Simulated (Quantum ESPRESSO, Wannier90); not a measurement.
## Wannier functions of CsSnBr3 (cubic perovskite)

```xyz
5
Lattice="5.8390 0.0000 0.0000 0.0000 5.8390 0.0000 0.0000 0.0000 5.8390" Properties=species:S:1:pos:R:3 pbc="T T T"
Cs     0.0000     0.0000     0.0000
Sn     2.9195     2.9195     2.9195
Br     2.9195     0.0000     2.9195
Br     0.0000     2.9195     2.9195
Br     2.9195     2.9195     0.0000
```

Cell from Materials Project (mp-27214), symmetrised, no further relaxation. Not found in the COD (Crystallography Open Database) copy used; not checked further. Level: LDA, no spin polarisation, no spin-orbit coupling; pw.x of Quantum ESPRESSO at 58 Ry with PseudoDojo potentials, 6×6×6 k-points, Wannier90. Density: 6×6×6 mesh, Gaussian smearing 0.01 Ry. Spin-orbit coupling is left out although heavy elements are present.

A tight-binding model is made by disentanglement and projection with no localisation steps (num_iter = 0), so the 16 orbitals stay atom-like: hydrogen-like Cs: s; Sn: p; Br: s;p, axes along x, y, z; frozen window up to 1.95 eV relative to the valence-band maximum. It follows pw.x to 2.3 meV rms for states up to 1.4 eV relative to the valence-band maximum. Matrix elements depend on this choice of orbitals and windows. Bands 10–13 (Cs 5p 74 %, Sn 5s 16 %, Br 4p 8 %) lie between the kept ones and are excluded.

The 45 largest hoppings ⟨m,0|H|n,R⟩ between different sites (one of each Hermitian pair; signs follow the real orbitals' lobes; the list may end inside a set of equal values):

```json
[
 {"m": "Br5 pz", "n": "Sn2 pz", "R": "0 0 0", "distance of the centres (Å)": "2.92", "t (eV)": "1.915"},
 {"m": "Sn2 pz", "n": "Br5 pz", "R": "0 0 1", "distance of the centres (Å)": "2.92", "t (eV)": "1.915"},
 {"m": "Br3 py", "n": "Sn2 py", "R": "0 0 0", "distance of the centres (Å)": "2.92", "t (eV)": "1.914"},
 {"m": "Br4 px", "n": "Sn2 px", "R": "0 0 0", "distance of the centres (Å)": "2.92", "t (eV)": "1.914"},
 {"m": "Sn2 py", "n": "Br3 py", "R": "0 1 0", "distance of the centres (Å)": "2.92", "t (eV)": "1.914"},
 {"m": "Sn2 px", "n": "Br4 px", "R": "1 0 0", "distance of the centres (Å)": "2.92", "t (eV)": "1.914"},
 {"m": "Br3 s", "n": "Sn2 py", "R": "0 0 0", "distance of the centres (Å)": "2.92", "t (eV)": "1.013"},
 {"m": "Br5 s", "n": "Sn2 pz", "R": "0 0 0", "distance of the centres (Å)": "2.92", "t (eV)": "1.013"},
 {"m": "Sn2 pz", "n": "Br5 s", "R": "0 0 1", "distance of the centres (Å)": "2.92", "t (eV)": "-1.013"},
 {"m": "Sn2 py", "n": "Br3 s", "R": "0 1 0", "distance of the centres (Å)": "2.92", "t (eV)": "-1.013"},
 {"m": "Br4 s", "n": "Sn2 px", "R": "0 0 0", "distance of the centres (Å)": "2.92", "t (eV)": "1.013"},
 {"m": "Sn2 px", "n": "Br4 s", "R": "1 0 0", "distance of the centres (Å)": "2.92", "t (eV)": "-1.013"},
 {"m": "Sn2 pz", "n": "Br4 pz", "R": "1 0 0", "distance of the centres (Å)": "2.92", "t (eV)": "-0.481"},
 {"m": "Br3 pz", "n": "Sn2 pz", "R": "0 0 0", "distance of the centres (Å)": "2.92", "t (eV)": "-0.481"},
 {"m": "Br4 pz", "n": "Sn2 pz", "R": "0 0 0", "distance of the centres (Å)": "2.92", "t (eV)": "-0.481"},
 {"m": "Sn2 pz", "n": "Br3 pz", "R": "0 1 0", "distance of the centres (Å)": "2.92", "t (eV)": "-0.481"},
 {"m": "Br3 px", "n": "Sn2 px", "R": "0 0 0", "distance of the centres (Å)": "2.92", "t (eV)": "-0.481"},
 {"m": "Br5 px", "n": "Sn2 px", "R": "0 0 0", "distance of the centres (Å)": "2.92", "t (eV)": "-0.481"},
 {"m": "Sn2 px", "n": "Br3 px", "R": "0 1 0", "distance of the centres (Å)": "2.92", "t (eV)": "-0.481"},
 {"m": "Br4 py", "n": "Sn2 py", "R": "0 0 0", "distance of the centres (Å)": "2.92", "t (eV)": "-0.481"},
 {"m": "Sn2 px", "n": "Br5 px", "R": "0 0 1", "distance of the centres (Å)": "2.92", "t (eV)": "-0.481"},
 {"m": "Sn2 py", "n": "Br5 py", "R": "0 0 1", "distance of the centres (Å)": "2.92", "t (eV)": "-0.481"},
 {"m": "Br5 py", "n": "Sn2 py", "R": "0 0 0", "distance of the centres (Å)": "2.92", "t (eV)": "-0.481"},
 {"m": "Sn2 py", "n": "Br4 py", "R": "1 0 0", "distance of the centres (Å)": "2.92", "t (eV)": "-0.481"},
 {"m": "Sn2 py", "n": "Sn2 py", "R": "0 1 0", "distance of the centres (Å)": "5.84", "t (eV)": "0.347"},
 {"m": "Sn2 px", "n": "Sn2 px", "R": "1 0 0", "distance of the centres (Å)": "5.84", "t (eV)": "0.347"},
 {"m": "Sn2 pz", "n": "Sn2 pz", "R": "0 0 1", "distance of the centres (Å)": "5.84", "t (eV)": "0.347"},
 {"m": "Br3 pz", "n": "Cs1 s", "R": "0 0 0", "distance of the centres (Å)": "4.13", "t (eV)": "0.319"},
 {"m": "Br3 px", "n": "Cs1 s", "R": "0 0 0", "distance of the centres (Å)": "4.13", "t (eV)": "0.319"},
 {"m": "Br4 pz", "n": "Cs1 s", "R": "0 0 0", "distance of the centres (Å)": "4.13", "t (eV)": "0.319"},
 {"m": "Br4 py", "n": "Cs1 s", "R": "0 0 0", "distance of the centres (Å)": "4.13", "t (eV)": "0.319"},
 {"m": "Br5 px", "n": "Cs1 s", "R": "0 0 0", "distance of the centres (Å)": "4.13", "t (eV)": "0.319"},
 {"m": "Br5 py", "n": "Cs1 s", "R": "0 0 0", "distance of the centres (Å)": "4.13", "t (eV)": "0.319"},
 {"m": "Br3 pz", "n": "Cs1 s", "R": "0 0 1", "distance of the centres (Å)": "4.13", "t (eV)": "-0.319"},
 {"m": "Br3 px", "n": "Cs1 s", "R": "0 0 1", "distance of the centres (Å)": "4.13", "t (eV)": "0.319"},
 {"m": "Br4 pz", "n": "Cs1 s", "R": "0 0 1", "distance of the centres (Å)": "4.13", "t (eV)": "-0.319"},
 {"m": "Br4 py", "n": "Cs1 s", "R": "0 0 1", "distance of the centres (Å)": "4.13", "t (eV)": "0.319"},
 {"m": "Br4 pz", "n": "Cs1 s", "R": "0 1 0", "distance of the centres (Å)": "4.13", "t (eV)": "0.319"},
 {"m": "Br4 py", "n": "Cs1 s", "R": "0 1 0", "distance of the centres (Å)": "4.13", "t (eV)": "-0.319"},
 {"m": "Br5 px", "n": "Cs1 s", "R": "0 1 0", "distance of the centres (Å)": "4.13", "t (eV)": "0.319"},
 {"m": "Br5 py", "n": "Cs1 s", "R": "0 1 0", "distance of the centres (Å)": "4.13", "t (eV)": "-0.319"},
 {"m": "Br4 pz", "n": "Cs1 s", "R": "0 1 1", "distance of the centres (Å)": "4.13", "t (eV)": "-0.319"},
 {"m": "Br4 py", "n": "Cs1 s", "R": "0 1 1", "distance of the centres (Å)": "4.13", "t (eV)": "-0.319"},
 {"m": "Br3 pz", "n": "Cs1 s", "R": "1 0 0", "distance of the centres (Å)": "4.13", "t (eV)": "0.319"},
 {"m": "Br3 px", "n": "Cs1 s", "R": "1 0 0", "distance of the centres (Å)": "4.13", "t (eV)": "-0.319"}
]
```
